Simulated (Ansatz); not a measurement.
InSb in space group P6_422 (No. 181; In on 3c, Sb on 3d), plane-wave PAW r²SCAN (Ansatz code), all energies at zero smearing, with the estimated change up to a 700 eV cutoff added, with one set of potentials and settings (totals compare only within such a set). Cell of 6 atoms (3 In, 3 Sb): -36333.948 eV.

```tsv
element	reference phase	E (eV/atom)
In	I4/mmm, 1 atoms in the cell	-5611.8812
Sb	R-3m, 2 atoms in the cell	-6499.1983
```

Formation energy per atom, worked out: (-36333.948 − 3×(-5611.8812) − 3×(-6499.1983))/6 = -0.118 eV/atom (-11 kJ per mol of atoms), at 0 K, without zero-point energy or fitted corrections.

The start of the workflow was typed in or built on a structure type; neither database checked (COD, Materials Project) lists it. It is not the phase usual at ambient conditions (space group No. 216). The cell was relaxed with r²SCAN under the symmetry of its start; whether a distortion lowers the energy is not shown. The references are the lowest solids computed at this level, not always the standard phases. Spin–orbit coupling is left out wherever it is not named.

Potentials: the earlier of the program's two PAW sets.
